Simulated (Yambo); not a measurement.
```xyz
5
Lattice="5.2644 0.0000 0.0000 0.0000 5.2644 0.0000 0.0000 0.0000 5.2644" Properties=species:S:1:pos:R:3 pbc="T T T"
Cl     0.0000     2.6322     2.6322
Cl     2.6322     0.0000     2.6322
Cl     2.6322     2.6322     0.0000
Cd     2.6322     2.6322     2.6322
Cs     0.0000     0.0000     0.0000
```

CsCdCl$_{3}$ (cubic perovskite, space group Pm-3m, No. 221): mean Im ε in 1 eV windows above the direct gap of 4.49 eV, for different electron-hole kernels (Yambo, broadening 0.15 eV, PBEsol (pw.x of Quantum ESPRESSO, ONCV potentials, no spin-orbit coupling) bands; 4×4×4 mesh, 17 valence and 7 conduction bands, static screening with 79 bands and a 3 Ry block, scissor 2.37 eV, Tamm-Dancoff; field along x).

```
window (eV)  independent quasiparticles  RPA (no attraction)  BSE
-----------  --------------------------  -------------------  ---
4.5 to 5.5                          0.3                  0.3  1.3
5.5 to 6.5                          1.0                  0.9  2.2
6.5 to 7.5                          1.5                  1.3  3.1
7.5 to 8.5                          2.6                  2.3  3.2
8.5 to 9.5                          2.4                  2.2  2.6
9.5 to 10.5                         3.4                  3.1  2.8
```

This run doesn't resolve bound excitons or single peaks, so only averages are given, and they too depend on the mesh; weight that the attraction moves below the gap isn't listed. All transitions below 10.98 eV are in the band window. The scissor comes from a G0W0 run whose convergence isn't established.

Spin-orbit splittings are left out. The cell is held in this high symmetry; tilts and polar distortions were not searched.

Geometry of the Materials Project entry, not relaxed at this level.
